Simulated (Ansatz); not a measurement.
NiSe:
```
NiSe
1.0
    3.62136     0.00000     0.00000
   -1.81068     3.13619     0.00000
    0.00000     0.00000     5.03434
Ni Se
2 2
Cartesian
  0.00000   0.00000   0.00000
  0.00000   0.00000   2.51717
  0.00000   2.09079   1.25858
  1.81068   1.04540   3.77575
```

This is the LDA-relaxed structure. Tensor components refer to the Cartesian frame of this cell.

All from the program Ansatz at the LDA level (PAW), unless another level is named. Predict the Poisson's ratio.

0.40.

And the highest zone-centre frequency?

242 cm^-1.

What about the elastic constants (relaxed ions, GPa)?

C11 = 206, C12 = 137, C13 = 112, C33 = 222, C44 = 25.6.

Space group P6_3/mmc (NiAs type). The first step of the workflow began from a Materials Project structure, measured or hypothetical; the Crystallography Open Database files this formula in space group No. 194, but the cells were not matched. Its standing as an ambient phase is unchecked. The LDA relaxation kept the symmetry of its start; of distortions, only those at the zone centre were tested. The run is not spin-polarised. As this level gives no gap, shear constants depend on the k-mesh and smearing (Fermi–Dirac, 0.1 eV here). As this level gives no gap, phonon frequencies hold no LO–TO term and depend on the k-mesh and smearing (Fermi–Dirac, 0.1 eV here).

Potentials: the later of the program's two PAW sets.
